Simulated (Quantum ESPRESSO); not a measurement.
```xyz
3
Lattice="3.1456 0.0000 0.0000 -1.5728 2.7242 0.0000 0.0000 0.0000 16.1000" Properties=species:S:1:pos:R:3 pbc="T T T"
S      0.0000     0.0000    -1.5669
S      0.0000     0.0000     1.5669
W      1.5728     0.9081     0.0000
```

The layer was cut from Materials Project entry mp-224 and relaxed with PBEsol in a cell 16.1 Å high, with the Coulomb interaction truncated along z.

### Question
What does PBEsol (pw.x of Quantum ESPRESSO, ONCV potentials, no spin-orbit coupling) give for the electronic structure near the Fermi level?

### Answer
The PBEsol gap is direct, 1.94 eV at K. The valence-band maximum lies 5.72 eV below the vacuum level. Spin-orbit coupling is left out, which matters for elements this heavy: edges can move by tenths of an eV.
